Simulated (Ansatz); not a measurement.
This run works on a generated trial structure, not on a known crystal.

Input and command of a plane-wave DFT calculation in Ansatz:

```yaml
crystal:
  lattice:
    - [4.05635515, 0.0, 0.0]
    - [0.0, 5.54645904, 0.0]
    - [0.0, 0.0, 4.12323755]
  atoms:
    - { symbol: Cr, position: [0.5, 0.5, 0.94256284], spin: 3.0 }
    - { symbol: In, position: [0.0, 0.26409591, 0.63525718] }
    - { symbol: In, position: [0.0, 0.73590409, 0.63525718] }
    - { symbol: "N", position: [0.5, 0.70774262, 0.25895568] }
    - { symbol: "N", position: [0.5, 0.29225738, 0.25895568] }
basis:
  ecutwfc: 420
kpoints:
  mp_grid: { grid: [3, 2, 3] }
hamiltonian:
  xc: pbe
scf:
  occupations: { method: gaussian, width: 0.15 }
  lower_state_search: "off"
output:
  forces: true
  stress: true
  eigenvalues: true
  populations: true
magnetization:
  spin_polarized: true
relax:
  adjacent_minimum: "off"
  f_tol: 0.08
  max_steps: 16
  cell: { stress_tol: 0.8 }
```

```bash
ansatz run input.yaml --threads 1 --pin off --max-ram 2560MiB --backend cpu --events-out ev --progress --plain --runs-dir out
```

Processor: Intel(R) Xeon(R) Processor @ 2.50GHz (Skylake/Cascade Lake), 1 thread, on a host shared with other jobs.

Estimate time, memory and problem size.

About 2.6 min, peak memory 0.4 GiB. It solves 32 bands at 8 k points (after reduction by symmetry) with about 1773 plane waves (on the last cell), in 117 SCF iterations over 12 ionic steps.
